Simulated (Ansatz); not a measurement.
## antiNiAs-structured BiTe

Computed with Ansatz (plane waves, PAW, 420 eV cutoff): PBE, scalar-relativistic, no spin polarisation, 8×8×6 k-mesh, Gaussian smearing of 0.05 eV. The datasets are Ansatz's generated set soft_2.

```yaml
crystal:
  lattice:
    - [4.19494, 0.00000, 0.00000]
    - [-2.09747, 3.63292, 0.00000]
    - [0.00000, 0.00000, 8.71230]
  atoms:
    - { symbol: Bi, position: [0.33333, 0.66667, 0.25000] }
    - { symbol: Bi, position: [0.66667, 0.33333, 0.75000] }
    - { symbol: Te, position: [0.00000, 0.00000, 0.00000] }
    - { symbol: Te, position: [0.00000, 0.00000, 0.50000] }
```

The start was a prototype's sites filled with these elements. The Crystallography Open Database lists the compound in space groups P-3m1, Fm-3m (rock salt), so this is a trial structure.

Cell and atoms are those of this level's equilibrium.

The cell has space group P6_3/mmc (read at 0.01 Å). In it the stress is 0.01, 0.01, 0.03, 0.00, 0.00, 0.00 GPa and the largest force component 0.000 eV/Å. Each change below starts from this cell, without further relaxation. Stress is in GPa, positive in compression, in the order xx, yy, zz, yz, xz, xy; energies are counted from the cell above and are free energies with the smearing's entropy, which match forces and stress in a metal.

**Question.** What happens when atom 2 (Bi) is moved by 0.08 Å along x?

**Answer.** The energy changes by 4.6 meV per cell, and the force on it along the shift is -0.117 eV/Å (−F/u = 1.47 eV/Å²). Stress: 0.05, 0.01, 0.09, 0.00, 0.00, -0.26.
```tsv
atom	Fx (eV/Å)	Fy	Fz
Bi1	0.060	-0.002	0.000
Bi2	-0.117	0.002	0.000
Te3	0.029	0.000	0.011
Te4	0.029	0.000	-0.011
```
In a harmonic crystal the energy would rise by −½F·u = ½ × 1.47 × 0.08² eV = 4.7 meV, which matches.

**Question.** One atom was moved along a Cartesian axis, and these forces appeared. Which atom, and about how far?
| atom | Fx (eV/Å) | Fy | Fz |
| --- | --- | --- | --- |
| Bi1 | 0.000 | 0.019 | 0.004 |
| Bi2 | 0.000 | 0.015 | -0.004 |
| Te3 | 0.000 | -0.063 | 0.000 |
| Te4 | 0.000 | 0.029 | 0.000 |

**Answer.** Atom 3 (Te) is moved by 0.05 Å along y; the energy changes by 1.6 meV per cell.

**Question.** What stress follows from an engineering strain of 2 % in yy, atoms carried along?

**Answer.** -0.64, -0.97, -0.78, 0.00, 0.00, 0.00 GPa; the energy changes by 8.0 meV per cell.
```tsv
atom	Fx (eV/Å)	Fy	Fz
Bi1	0.000	-0.048	0.000
Bi2	0.000	0.048	0.000
Te3	0.000	0.000	0.000
Te4	0.000	0.000	0.000
```
The change of the stress over the strain gives a clamped-atom stiffness of about 49 GPa for this component, a secant value that lies under the elastic constant in tension and over it in compression, by several per cent for each per cent of strain.
In a harmonic crystal the energy would rise by V(½Cε² − σ₀ε), with σ₀ the stress of the unstrained cell, = 8.0 meV, which matches.

**Question.** What stress follows from an engineering strain of -1 % in xz, atoms carried along?

**Answer.** 0.00, 0.02, 0.05, 0.00, 0.17, 0.00 GPa; the energy changes by 0.6 meV per cell.
The change of the stress over the strain gives a clamped-atom stiffness of about 16.6 GPa for this component.

**Question.** All atoms and the cell are disturbed at random:
```xyz
4
Lattice="4.1827 0.0445 -0.0179 -2.0528 3.6869 -0.0054 -0.0371 -0.0345 8.7682" Properties=species:S:1:pos:R:3 pbc="T T T"
Bi    0.0748    2.5851    2.2605
Bi    2.0153    1.3890    6.6060
Te    0.0373   -0.1149    0.0021
Te   -0.0533   -0.1794    4.2604
```
Give the energy change, the stress and the forces.

**Answer.** 129.9 meV per cell; stress 0.32, -0.24, 0.53, 0.73, 0.61, 0.21 GPa.
```tsv
atom	Fx (eV/Å)	Fy	Fz
Bi1	-0.170	-0.383	-0.564
Bi2	0.074	-0.129	0.017
Te3	-0.108	0.182	-0.122
Te4	0.204	0.330	0.669
```

**Question.** All atoms and the cell are disturbed at random:
```xyz
4
Lattice="4.1865 0.0141 0.0347 -2.0810 3.6367 0.0038 0.0722 0.0508 8.6295" Properties=species:S:1:pos:R:3 pbc="T T T"
Bi    0.0147    2.4214    2.1652
Bi    2.1604    1.2537    6.4606
Te   -0.0300    0.0365   -0.0182
Te    0.0686    0.0154    4.3753
```
Give the energy change, the stress and the forces.

**Answer.** 24.7 meV per cell; stress 0.48, 0.48, 1.21, -0.29, -0.39, -0.13 GPa.
```
atom  Fx (eV/Å)      Fy      Fz
 Bi1      0.033   0.011  -0.064
 Bi2     -0.049   0.003   0.216
 Te3      0.053  -0.059   0.143
 Te4     -0.037   0.044  -0.295
```

These numbers lack spin–orbit coupling.
